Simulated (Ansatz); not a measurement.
The calculation used DFT PBE, scalar-relativistic, plane waves, PAW (Ansatz 0.2.0). All cells share a 420 eV cutoff and Γ-centred k meshes spaced at most about 0.3 Å⁻¹ (about 0.25 or finer for metals, 2π included). No spin polarisation in the final relaxations.

All energies are static (0 K, no zero-point motion).

Two forms of MgCd₃O₄ were relaxed alike.

A.

```xyz
8
Lattice="3.2759 0.0000 0.0000 0.0000 4.6667 0.0000 0.0000 0.0000 6.6427" Properties=species:S:1:pos:R:3 pbc="T T T"
Mg    0.0000    0.0000    0.0000
Cd    1.6379    2.3334    1.6238
Cd    0.0000    0.0000    3.3214
Cd    1.6379    2.3334    5.0189
O     0.0000    2.3334    0.0000
O     1.6379    0.0000    1.4861
O     0.0000    2.3334    3.3214
O     1.6379    0.0000    5.1566
```

B.

```xyz
8
Lattice="3.3077 0.0000 0.0000 0.0000 3.3077 0.0000 0.0000 0.0000 9.3305" Properties=species:S:1:pos:R:3 pbc="T T T"
Mg    1.6538    1.6538    4.6652
Cd    0.0000    0.0000    6.9353
Cd    1.6538    1.6538    0.0000
Cd    0.0000    0.0000    2.3951
O     0.0000    0.0000    0.0000
O     1.6538    1.6538    2.4983
O     0.0000    0.0000    4.6652
O     1.6538    1.6538    6.8322
```

Question: Which form is favoured at zero pressure, and by what margin per atom?

Answer: A is lower, by 9 meV/atom. A has Mg and Cd ordered on rock salt sites, space group Pmmm (No. 47), 12.7 Å³/atom and no gap on its mesh; B has Mg and Cd ordered on rock salt sites, space group P4/mmm (No. 123), 12.8 Å³/atom and no gap. In A, Mg has 6 O at 2.21–2.33 Å; Cd on a site of symmetry mm2 is surrounded by 6 O at 2.31–2.36 Å; O on a site of symmetry mmm is surrounded by 4 Cd at 2.31 Å and 2 Mg at 2.33 Å; 3 more sites not described. In B, Mg is surrounded by 2 O at 2.17 Å and 4 O at 2.34 Å; Cd on a site of symmetry 4mm has 6 O at 2.27–2.40 Å; O on a site of symmetry 4/mmm is surrounded by 6 Cd at 2.34–2.40 Å; 3 more sites not described. Both come from invented guesses.

The zero gap of Pmmm, P4/mmm may come from the functional, which often closes small gaps. Cells relaxed within their symmetry can be saddle points.
